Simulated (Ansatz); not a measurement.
ZrTa:
```cif
data_Ta4Zr4
_chemical_formula_sum 'Zr4 Ta4'
_space_group_name_H-M_alt 'Cmcm'
_space_group_IT_number 63
_space_group_name_Hall '-C 2c 2'
_cell_length_a 2.91044
_cell_length_b 11.29716
_cell_length_c 4.86092
_cell_angle_alpha 90.000
_cell_angle_beta 90.000
_cell_angle_gamma 90.000
loop_
_atom_site_label
_atom_site_type_symbol
_atom_site_symmetry_multiplicity
_atom_site_Wyckoff_symbol
_atom_site_fract_x
_atom_site_fract_y
_atom_site_fract_z
_atom_site_occupancy
Zr1 Zr 4 c 0.00000 0.32111 0.25000 1
Ta1 Ta 4 c 0.00000 0.06438 0.25000 1
```
(The calculation used a cell of 4 atoms; values per cell refer to that cell.)

Relaxed with PBEsol.

Which orbitals make up the states near the Fermi level in the program Ansatz at the PBEsol level (PAW)?

Within 0.5 eV of the Fermi level: Zr 4d 48 %, Ta 5d 41 %. Projections are on Löwdin-orthogonalised atomic valence shells; empty p or d shells of many metals are not among them.

Tabulate the density of states.

States/eV per cell of 4 atoms, in 0.25 eV bins, energy from the Fermi level.

```
E (eV)  total  Ta 5d  Zr 4d  Ta 6s
------  -----  -----  -----  -----
-7.15    0.00   0.00   0.00   0.00
-6.90    0.08   0.00   0.00   0.04
-6.65    0.18   0.00   0.00   0.09
-6.40    0.26   0.00   0.00   0.13
-6.15    0.33   0.01   0.01   0.18
-5.90    0.44   0.01   0.01   0.25
-5.65    0.50   0.02   0.02   0.28
-5.40    0.54   0.03   0.03   0.30
-5.15    0.58   0.04   0.05   0.32
-4.90    0.62   0.05   0.06   0.33
-4.65    0.76   0.08   0.10   0.37
-4.40    1.02   0.14   0.16   0.44
-4.15    1.42   0.27   0.27   0.55
-3.90    1.80   0.42   0.50   0.58
-3.65    2.59   0.85   0.85   0.54
-3.40    3.50   1.53   1.03   0.33
-3.15    3.04   1.36   0.89   0.24
-2.90    3.55   1.70   1.12   0.18
-2.65    5.50   2.80   1.86   0.25
-2.40    4.29   2.20   1.54   0.15
-2.15    3.42   1.64   1.44   0.07
-1.90    4.56   2.25   2.00   0.07
-1.65    5.17   2.69   2.12   0.09
-1.40    3.78   2.12   1.36   0.07
-1.15    4.97   2.74   1.74   0.08
-0.90    5.24   2.87   1.78   0.09
-0.65    4.89   2.68   1.72   0.10
-0.40    3.69   1.69   1.64   0.10
-0.15    5.05   1.97   2.52   0.19
0.10     3.49   1.35   1.73   0.13
0.35     5.37   2.17   2.65   0.16
0.60     6.64   2.66   3.19   0.20
0.85     4.87   2.04   2.20   0.11
1.10     4.07   1.67   1.82   0.10
1.35     5.18   2.28   2.20   0.13
1.60     4.88   2.34   1.95   0.10
1.85     3.59   1.65   1.53   0.07
2.10     3.39   1.48   1.59   0.05
2.35     3.36   1.43   1.66   0.04
```

The start of the workflow was typed in or built on a structure type; neither database checked (COD, Materials Project) lists it. Whether it is the stable phase at ambient conditions was not checked. The cell was relaxed with PBEsol under the symmetry of its start. At this level the phase is dynamically unstable (imaginary phonons). The run is not spin-polarised. Its formation energy is positive at this level, so the cell may be metastable or incomplete. Scalar-relativistic: spin–orbit coupling is off unless named, which matters more the heavier the elements.

Potentials: the later of the program's two PAW sets.
